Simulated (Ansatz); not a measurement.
Data:

Li$_{3}$Pb:
```
CELL_PARAMETERS angstrom
      0.00000     3.24516     3.24516
      3.24516     0.00000     3.24516
      3.24516     3.24516     0.00000
ATOMIC_POSITIONS crystal
  Pb 0.00000 0.00000 0.00000
  Li 0.50000 0.50000 0.50000
  Li 0.25000 0.25000 0.25000
  Li 0.75000 0.75000 0.75000
```

This is the LDA-relaxed structure.

**Question.** All from LDA in the plane-wave PAW code Ansatz, unless another level is named. Give the Debye temperature from the elastic constants.

**Answer.** 245 K.

**Question.** Give the elastic constants (relaxed ions, GPa).

**Answer.** C11 = 41.2, C12 = 25.3, C44 = 37.1.

Space group Fm-3m. The workflow started from an entry of the Crystallography Open Database (COD). Whether it is the stable phase at ambient conditions was not checked. The LDA relaxation kept the symmetry of its start; of distortions, only those at the zone centre were tested. As this level gives no gap, shear constants depend on the k-mesh and smearing (Fermi–Dirac, 0.1 eV here). Scalar-relativistic: spin–orbit coupling is off unless named, which matters more the heavier the elements.

Potentials: the later of the program's two PAW sets.
